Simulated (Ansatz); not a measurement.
MoPd (L1₀ or tetragonal B2, P4/mmm) under volume change, r²SCAN (plane waves, PAW; program Ansatz), shape and atoms relaxed at each volume.

```tsv
V (Å³/atom)	E − E(relaxed) (meV/atom)	P (GPa)
13.635	112.3	29.19
14.084	46.9	17.74
14.534	?	?
14.983	0.0	0.00
15.433	9.8	-6.80
15.882	37.1	-12.50
16.332	?	?
```

Complete the blanks.


- 14.534, E − E(relaxed) (meV/atom): 11.0
- 14.534, P (GPa): 8.10
- 16.332, E − E(relaxed) (meV/atom): 79.1
- 16.332, P (GPa): -17.27

What does a third-order Birch–Murnaghan fit give for V₀, B₀ and B′?

V₀ = 14.98 Å³/atom, B₀ = 247 GPa, B′ = 4.8.

The start of the workflow was typed in or built on a structure type; neither database checked (COD, Materials Project) lists it. Whether it is the stable phase at ambient conditions was not checked. The cell was relaxed with r²SCAN under the symmetry of its start; its stability against distortions is not shown here. No spin polarisation was allowed.

Potentials: the later of the program's two PAW sets.
